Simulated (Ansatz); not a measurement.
Ag (hcp (Mg type), P6_3/mmc) at seven volumes, LDA in the plane-wave PAW code Ansatz, shape and atoms relaxed at each. One row is withheld.

```tsv
V (Å³/atom)	P (GPa)
14.584	16.95
15.065	?
15.546	4.58
16.027	0.00
16.508	-3.76
16.988	-6.82
17.469	-9.31
```

Question: Fit the shown pressures and predict the withheld one.

Answer: P = (3/2)B₀(x^(7/2) − x^(5/2))[1 + (3/4)(B′ − 4)(x − 1)] with x = (V₀/V)^(2/3). Least squares on the six rows gives V₀ = 16.027 Å³/atom, B₀ = 138 GPa, B′ = 5.63. At V = 15.065, x = 1.0421 and P = 10.17 GPa. The run itself gave 10.17 GPa.

The first step of the workflow began from a Materials Project structure, measured or hypothetical; the Crystallography Open Database files this formula in space group No. 194, but the cells were not matched. It is not the phase usual at ambient conditions (space group No. 225). The cell was relaxed with LDA under the symmetry of its start; whether a distortion lowers the energy is not shown. The run is not spin-polarised.

Potentials: the later of the program's two PAW sets.
